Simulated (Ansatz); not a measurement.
# SiGeC$_{2}$, first-principles data

SiGeC$_{2}$:
```
SiGeC2
1.0
    3.15594     0.00000     0.00000
    0.00000     3.15594     0.00000
    0.00000     0.00000     4.45631
Ge Si C
1 1 2
Direct
  0.50000   0.50000   0.50000
  0.00000   0.00000   0.00000
  0.50000   0.00000   0.76373
  0.00000   0.50000   0.23627
```

Space group P-4m2 (No. 115); conventional cell a = b = 3.156 Å, c = 4.456 Å, α = β = γ = 90.00°.

Method: plane-wave PAW r²SCAN (Ansatz code). The cell and atoms are relaxed at this level. Other levels are named where they apply.

Cell and energy:

| Property | Value |
|---|---|
| Volume per atom | 11.10 Å³ |
| Density | 4.67 g/cm³ |
| Formation energy from the elements (no fitted shifts) | 41 meV/atom |

Electronic structure:

| Item | Value |
|---|---|
| Band gap | 1.80 eV (indirect) |
| Valence-band maximum | at Γ |
| Conduction-band minimum | at M |
| Smallest direct gap on the standard path | 2.15 eV |
| Electron effective mass with spin–orbit coupling | 0.23, 0.34, 0.37 mₑ (principal values) |
| Hole effective mass, band 1 of 2 at the edge | 5.3 along x, 0.50 along z (mₑ) |
| Hole effective mass, band 2 of 2 at the edge | 0.19 along x, 0.50 along z (mₑ) |
| Hole effective mass with spin–orbit coupling | 0.36, 0.44, 0.50 mₑ (principal values) |
| HSE06 gap on the r²SCAN cell | 2.29 eV |
| Gap with spin–orbit coupling | 1.78 eV |

Mechanics:

| Item | Result |
|---|---|
| Bulk modulus (Birch–Murnaghan fit) | 208 GPa |
| Pressure derivative B′ | 4.1 |
| Elastic constants (relaxed ions, GPa) | C11 = 484, C12 = 20.9, C13 = 125, C33 = 372, C44 = 227, C66 = 128 |
| Mechanical stability | stable (all eigenvalues of C positive) |
| Hill bulk and shear moduli | 209 and 180 GPa |
| Young's modulus | 420 GPa |
| Poisson's ratio | 0.16 |
| Debye temperature from the elastic constants | 913 K |
| Piezoelectric stress constants (proper, relaxed ions, C/m²) | e15 = 0.09, e24 = -0.09, e31 = 0.08, e32 = -0.08 |

Charges:

| Property | Value |
|---|---|
| Bader charges | Ge +1.52, Si +2.86, C -2.19 e |

The start of the workflow was typed in or built on a structure type; neither database checked (COD, Materials Project) lists it. Whether it is the stable phase at ambient conditions was not checked. Symmetry was held in the r²SCAN relaxation; its stability against distortions is not shown here. Signs of piezoelectric constants follow the polarity of the cell as given. The references are the lowest solids computed at this level, not always the standard phases. Scalar-relativistic: spin–orbit coupling is off unless named, which matters more the heavier the elements.

Potentials: the later of the program's two PAW sets.
